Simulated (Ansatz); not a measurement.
Tl$_{2}$Pt in space group I4/mcm (No. 140; Tl on 8h, Pt on 4a), r²SCAN in the plane-wave PAW code Ansatz, all energies at zero smearing, with the estimated change up to a 700 eV cutoff added, with one set of potentials and settings (totals compare only within such a set). Cell of 6 atoms (4 Tl, 2 Pt): -70908.553 eV.

```tsv
element	reference phase	E (eV/atom)
Tl	P6_3/mmc, 2 atoms in the cell	-11458.5836
Pt	Fm-3m, 1 atoms in the cell	-12536.7848
```

Formation energy per atom, worked out: (-70908.553 − 4×(-11458.5836) − 2×(-12536.7848))/6 = -0.108 eV/atom (-10 kJ per mol of atoms), at 0 K, without zero-point energy or fitted corrections.

The workflow started from a Materials Project entry (that database holds measured and hypothetical structures alike); the Crystallography Open Database files this formula in space group No. 140, but the cells were not matched. Its standing as an ambient phase is unchecked. Symmetry was held in the r²SCAN relaxation; its stability against distortions is not shown here. The run is not spin-polarised. The references are the lowest solids computed at this level, not always the standard phases. Spin–orbit coupling is left out wherever it is not named.

Potentials: the later of the program's two PAW sets.
